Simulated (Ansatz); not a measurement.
The relaxed structure here is a generated cell of Be: the first start was made by placing the elements on the sites of a structure type, and the end was not matched to a known phase here, so it may be hypothetical. Known forms of Be include space group No. 194.

A relaxed cell of Be (Fm-3m (No. 225)), relaxed on a k-mesh at least as fine as the one used below. Computed with PBEsol (plane waves to 420 eV, PAW, scalar-relativistic; Ansatz, an electronic-structure program). Γ-centred k-mesh 18×9×18 on the run's cell (coarser than for final values), Fermi–Dirac smearing 0.05 eV.

```
CELL_PARAMETERS angstrom
      0.00000     1.57380     1.57380
      3.14759     0.00000     3.14759
      1.57380     1.57380     0.00000
ATOMIC_POSITIONS crystal
  Be 0.00000 0.00000 0.00000
  Be 0.00000 0.50000 0.00000
```

The atoms are displaced by (Å):

| atom | ux | uy | uz |
|---|---|---|---|
| Be1 | 0.142 | 0.011 | -0.069 |
| Be2 | 0.052 | 0.078 | 0.152 |

Task: What forces (eV/Å) and pressure result?

Result: 
| atom | Fx | Fy | Fz |
|---|---|---|---|
| Be1 | -0.21 | 0.13 | 0.72 |
| Be2 | 0.21 | -0.13 | -0.72 |

Pressure +1.4 GPa.

Task: Estimate the energy cost of the displacement in the harmonic approximation and compare with the calculation.

Result: For a harmonic well ΔE = −½ Σ F·u = 0.093 eV a cell, or 46 meV/atom. The calculated energy relative to the undisplaced cell is +0.05 eV/atom, so the harmonic estimate holds well.

No spin polarisation in the result.

The run that gave the undisplaced cell could not lose the symmetry of its start; a randomly shaken copy of 2 atoms returns to this structure.
